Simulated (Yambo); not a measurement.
A G0W0@PBEsol run in Yambo for BeTe (wurtzite, space group P6_3mc, No. 186) (3×3×2 Γ-centred k mesh, bands 5 to 344 and a 8 Ry block in the screening, 344 bands in G with the Bruneval-Gonze terminator, plasmon pole fitted at 27.2 eV) gives these matrix elements, in eV, at the band edges (Γ → K):

```
state               E0    <Vxc>     <Σx>  <Σc(E0)>      Z
---------------  -----  -------  -------  --------  -----
valence edge     0.000  -12.640  -15.284     1.201  0.806
conduction edge  1.842   -8.591   -4.561    -3.752  0.819
```

Task: Solve the linearised quasiparticle equation for both states, give the gap, and say how exchange and correlation each act on it.

Result: E = E0 + Z(Σx + Σc − Vxc). Valence: 0.000 + 0.806 × (-15.284 + (1.201) − (-12.640)) = -1.16 eV. Conduction: 1.842 + 0.819 × (-4.561 + (-3.752) − (-8.591)) = 2.07 eV. The gap is 3.23 eV, against 1.84 eV in PBEsol. Replacing Vxc by bare exchange alone would open it by 6.67 eV; correlation takes back 4.95 eV of that, and Z scales what is left. Nearest settings tried, and what they do to the gap: 222 bands in G: -2 meV; 222 bands in W, 222 bands in G: -18 meV; 7 Ry block (209 vectors against 251): -26 meV; 3×3×1 mesh: -41 meV. So the settings aren't converged at that level. The k mesh is coarse. 

The standard potential for Te keeps a d shell in the valence without the s and p states of that shell. In tests on such compounds this moved G0W0 gaps by up to about 0.9 eV, so absolute quasiparticle energies here are unreliable; differences between settings are what counts.

Spin-orbit coupling is included.

Geometry relaxed with PBEsol; primitive cell a = 3.951 Å, b = 3.951 Å, c = 6.518 Å, α = 90.00°, β = 90.00°, γ = 120.00°.

This is not the ordinary phase of the substance; no match was found in the copy of COD used, and its stability was not checked.
